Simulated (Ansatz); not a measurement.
## Density of states of SrCl2

Space group Fm-3m (No. 225). a = 6.999 Å, b = 6.999 Å, c = 6.999 Å, α = 90.00°, β = 90.00°, γ = 90.00°
```tsv
atom	site	symmetry	x	y	z
Sr	4a	m-3m	0.0000	0.0000	0.0000
Cl	8c	-43m	0.2500	0.2500	0.7500
```

The runs use the primitive cell with vectors (0.000, 3.500, 3.500), (3.500, 0.000, 3.500), (3.500, 3.500, 0.000) Å, to which the k mesh refers.

It takes space group Fm-3m (No. 225, cubic). The conventional cell has a = 6.999 Å, b = 6.999 Å, c = 6.999 Å, α = 90.00°, β = 90.00°, γ = 90.00°. Around Sr (site symmetry m-3m) lie 8 Cl at 3.03 Å. Cl (site symmetry -43m) is surrounded by 4 Sr at 3.03 Å.

Structure from Materials Project entry mp-23209 (possibly hypothetical), not relaxed further.

Level of theory: DFT, PBE, all-electron LAPW, scalar-relativistic (Ansatz 0.2.0).

Numerical set-up: a Γ-centred 6×6×6 k mesh, Fermi–Dirac smearing of 0.02 eV, basis error target 0.5 meV/atom, no spin polarisation.

States per eV and cell, averaged over 0.4 eV, from -2.9 to 6.9 eV, with energies (bin centres) from the valence-band top; empty bins are left out. The partial columns, the largest 3 alone, are projections on Löwdin-orthogonalised atomic shells (those that the program's projection atoms carry: the occupied ones and, for some elements, an empty d or f shell; other empty shells have no column), summed over atoms of an element. Weights on diffuse s and p shells depend on that basis and aren't pure angular character.

```json
{"E (eV)": "-2.8", "total": "0.01", "Cl 3p": "0.01", "Sr 5s": "0.00", "Cl 3s": "0.00"}
{"E (eV)": "-2.4", "total": "1.60", "Cl 3p": "1.41", "Sr 5s": "0.17", "Cl 3s": "0.01"}
{"E (eV)": "-2.0", "total": "6.89", "Cl 3p": "6.55", "Sr 5s": "0.16", "Cl 3s": "0.02"}
{"E (eV)": "-1.6", "total": "6.04", "Cl 3p": "5.76", "Sr 5s": "0.11", "Cl 3s": "0.02"}
{"E (eV)": "-1.2", "total": "2.20", "Cl 3p": "2.11", "Sr 5s": "0.03", "Cl 3s": "0.01"}
{"E (eV)": "-0.8", "total": "5.37", "Cl 3p": "5.23", "Sr 5s": "0.02", "Cl 3s": "0.01"}
{"E (eV)": "-0.4", "total": "6.99", "Cl 3p": "6.85", "Sr 5s": "0.01", "Cl 3s": "0.01"}
{"E (eV)": "0.0", "total": "0.89", "Cl 3p": "0.88", "Sr 5s": "0.00", "Cl 3s": "0.00"}
{"E (eV)": "5.6", "total": "0.16", "Cl 3p": "0.00", "Sr 5s": "0.03", "Cl 3s": "0.01"}
{"E (eV)": "6.0", "total": "1.94", "Cl 3p": "0.02", "Sr 5s": "0.18", "Cl 3s": "0.04"}
{"E (eV)": "6.4", "total": "3.77", "Cl 3p": "0.03", "Sr 5s": "0.19", "Cl 3s": "0.04"}
{"E (eV)": "6.8", "total": "3.46", "Cl 3p": "0.05", "Sr 5s": "0.38", "Cl 3s": "0.06"}
```

(1) Which of the resolved shells contributes most in the top eV of the valence band?

## Answers

(1) Cl 3p, with 98 % of all states there; Sr 4p follows with 0 %.
